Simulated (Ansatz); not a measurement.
Nb$_{2}$SiN in space group P6_3/mmc (No. 194; Si on 2d, Nb on 4f, N on 2a), plane-wave PAW r²SCAN (Ansatz code), all energies at zero smearing, with the estimated change up to a 700 eV cutoff added, with one set of potentials and settings (totals compare only within such a set). Cell of 8 atoms (2 Si, 4 Nb, 2 N): -20308.501 eV.

```
element             reference phase  E (eV/atom)
-------  --------------------------  -----------
Si       Fd-3m, 2 atoms in the cell    -639.0665
Nb       Im-3m, 1 atoms in the cell   -4563.6587
N         Pa-3, 8 atoms in the cell    -384.8341
```

Formation energy per atom, worked out: (-20308.501 − 2×(-639.0665) − 4×(-4563.6587) − 2×(-384.8341))/8 = -0.758 eV/atom (-73 kJ per mol of atoms), at 0 K, without zero-point energy or fitted corrections.

The start of the workflow was typed in or built on a structure type; neither database checked (COD, Materials Project) lists it. Its standing as an ambient phase is unchecked. Symmetry was held in the r²SCAN relaxation; whether a distortion lowers the energy is not shown. The workflow began spin-polarised and lost its moments. The references are the lowest solids computed at this level, not always the standard phases (solids in place of the gases).

Potentials: the earlier of the program's two PAW sets.
